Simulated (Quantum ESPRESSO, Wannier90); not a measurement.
## Wannier functions of Ga2O3 (corundum)

```xyz
10
Lattice="-2.4987 4.3279 0.0000 -4.9974 0.0000 0.0000 -2.4987 1.4426 4.4836" Properties=species:S:1:pos:R:3 pbc="T T T"
Ga     0.0000     0.0000    -1.9424
Ga     0.0000     0.0000     1.9424
Ga    -2.4987     1.4426    -0.2994
Ga     2.4987    -1.4426     0.2994
O     -1.7412     0.1306     1.1209
O      1.7412    -0.1306    -1.1209
O      0.7575    -1.5732     1.1209
O     -0.7575     1.5732    -1.1209
O      0.9837     1.4426     1.1209
O     -0.9837    -1.4426    -1.1209
```

Structure: Materials Project mp-1243, symmetrised, not relaxed again. COD (Crystallography Open Database) has the formula in 2 space groups, this one among them (matched by group alone). Method: PBEsol plane waves in Quantum ESPRESSO 7.5 (PseudoDojo norm-conserving files, 68 Ry, no spin polarisation, no spin-orbit coupling), Bloch states on a 4×4×4 mesh through Γ, Wannier90 4.0.1. Density: 8×8×8 mesh, cold smearing 0.01 Ry.

A tight-binding model is made by disentanglement and projection with no localisation steps (num_iter = 0), so the 40 orbitals stay atom-like: hydrogen-like Ga: s;p; O: s;p, axes along x, y, z; frozen window up to 4.24 eV relative to the valence-band maximum. It follows pw.x to 1.3 meV rms for states up to 3.7 eV relative to the valence-band maximum. Matrix elements depend on this choice of orbitals and windows. Bands 7–26 (Ga 3d 96 %) lie between the kept ones and are excluded.

Question: What are the on-site energies relative to the valence-band maximum, and how fast do the hoppings decay?

Answer: 
```
atom  orbitals  energy (eV)
----  --------  -----------
Ga1          s         4.53
Ga1         pz        10.29
Ga1      px py        10.90
Ga2          s         4.53
Ga2         pz        10.29
Ga2      px py        10.90
Ga3          s         4.53
Ga3         pz        10.29
Ga3      px py        10.90
Ga4          s         4.53
Ga4         pz        10.29
Ga4      px py        10.90
O5           s       -15.86
O5          pz        -1.22
O5          px        -1.28
O5          py        -1.30
O6           s       -15.86
O6          pz        -1.22
O6          px        -1.28
O6          py        -1.30
O7           s       -15.86
O7          pz        -1.22
O7          px        -1.28
O7          py        -1.30
O8           s       -15.86
O8          pz        -1.22
O8          px        -1.28
O8          py        -1.30
O9           s       -15.86
O9          pz        -1.22
O9          px        -1.31
O9          py        -1.26
O10          s       -15.86
O10         pz        -1.22
O10         px        -1.31
O10         py        -1.26
```

```csv
distance of the centres (Å),largest modulus (eV)
1–2,2.2
2–3,2.6
3–4,1.1
4–5,0.084
5–6,0.050
6–7,0.028
7–8,0.0057
```
